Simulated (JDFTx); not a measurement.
System: anisole, C7H8O (SMILES COc1ccccc1), charge 0, multiplicity 1; geometry: optimised with GFN2-xTB in vacuum (one conformer, no frequencies checked; largest PBE force component 0.5 eV/Å). Z-matrix (Å, degrees):
```
C
O 1 1.3636
C 1 1.3898 2 125.00
H 3 1.0788 1 121.08 2 -0.03
C 3 1.3858 4 119.14 1 -180.00
H 5 1.0803 3 119.10 4 0.01
C 5 1.3816 6 120.06 3 -179.98
H 7 1.0794 5 120.29 6 -0.02
C 7 1.3868 8 120.30 5 179.98
C 9 1.3787 7 120.31 8 -179.99
H 10 1.0787 9 121.36 7 179.98
H 9 1.0799 10 119.61 11 0.02
C 2 1.4060 1 118.58 3 -0.17
H 13 1.0890 2 105.71 1 -179.79
H 13 1.0951 14 109.23 2 -120.21
H 13 1.0951 14 109.22 15 -119.58
```

Computed with a modified build of JDFTx: PBE, GBRV ultrasoft potentials, plane waves to 20/100 Ha. Liquid: CANDLE, water, 0.5 M NaCl. The liquid run sits in a periodic box with 3.75 Å from the outermost atoms to the faces; the vacuum run is isolated. The box matters at about 0.01 eV. The solvation energy is E(in liquid) − E(vacuum) at fixed geometry, with no thermal, conformational or standard-state terms added.

```yaml
solvation_energy: -0.09 eV
"part: cavitation term of the fluid": 0.69 eV
"part: dispersion term of the fluid": -0.58 eV
"part: electrostatic term of the fluid": -0.24 eV
"part: distortion of the solute's electrons": 0.05 eV
dipole_moment_in_vacuum: 1.27 D
dipole_moment_in_the_liquid: 1.77 D
"highest occupied level in vacuum (zero: vacuum level)": -5.43 eV
"highest occupied level in the liquid (zero: bulk electrolyte)": -5.42 eV
volume of the model's cavity: 330.1 Å³
rough_cost_vacuum_and_liquid_run: 3 min and 3 min of core time
```
